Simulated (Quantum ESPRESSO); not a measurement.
pw.x input (Quantum ESPRESSO 7.5; PBEsol, PseudoDojo standard norm-conserving files, fully relativistic):

```
&CONTROL
  calculation = 'scf'
  pseudo_dir = './pseudo'
  outdir = './out'
  tprnfor = .true.
  tstress = .true.
/
&SYSTEM
  ibrav = 0
  nat = 6
  ntyp = 3
  ecutwfc = 72.0
  ecutrho = 288.0
  occupations = 'smearing'
  smearing = 'fd'
  degauss = 0.002
  nbnd = 43
  noncolin = .true.
  lspinorb = .true.
/
&ELECTRONS
  conv_thr = 6e-10
/
ATOMIC_SPECIES
H 1.0080 H.upf
I 126.9045 I.upf
Ba 137.3270 Ba.upf
CELL_PARAMETERS angstrom
  4.775810000000   0.000000000000   0.000000000000
  0.000000000000   4.775810000000   0.000000000000
  0.000000000000   0.000000000000   7.800230000000
ATOMIC_POSITIONS crystal
H   0.500000000000   0.500000000000   0.000000000000
H   0.000000000000   0.000000000000   0.000000000000
I   0.000000000000   0.500000000000   0.659570000000
I   0.500000000000   0.000000000000   0.340430000000
Ba   0.500000000000   0.000000000000   0.826900000000
Ba   0.000000000000   0.500000000000   0.173100000000
K_POINTS automatic
6 6 4 0 0 0
```

End of the output:

```

[...]
     the Fermi energy is     6.9476 ev
!    total energy              =    -166.76275472 Ry
     estimated scf accuracy    <          9.3E-11 Ry
     smearing contrib. (-TS)   =      -0.00000000 Ry
     internal energy E=F+TS    =    -166.76275472 Ry
     The total energy is F=E-TS. E is the sum of the following terms:
     one-electron contribution =     -12.58197032 Ry
     hartree contribution      =      18.80247459 Ry
     xc contribution           =     -43.44283138 Ry
     ewald contribution        =    -129.54042762 Ry
     convergence has been achieved in   9 iterations
     Forces acting on atoms (cartesian axes, Ry/au):
     atom    1 type  1   force =     0.00000000    0.00000000    0.00000000
     atom    2 type  1   force =     0.00000000    0.00000000    0.00000000
     atom    3 type  2   force =     0.00000000    0.00000000    0.00293550
     atom    4 type  2   force =     0.00000000    0.00000000   -0.00293550
     atom    5 type  3   force =     0.00000000    0.00000000    0.00149380
     atom    6 type  3   force =     0.00000000    0.00000000   -0.00149380
     Total force =     0.004658     Total SCF correction =     0.000001
     Computing stress (Cartesian axis) and pressure
          total   stress  (Ry/bohr**3)                   (kbar)     P=      -20.20
  -0.00014616   0.00000000   0.00000000          -21.50        0.00        0.00
   0.00000000  -0.00014616   0.00000000            0.00      -21.50        0.00
   0.00000000   0.00000000  -0.00011958            0.00        0.00      -17.59
```
In a gapped system the printed Fermi energy is only some level inside the gap.

Geometry of the Materials Project entry, not relaxed at this level.
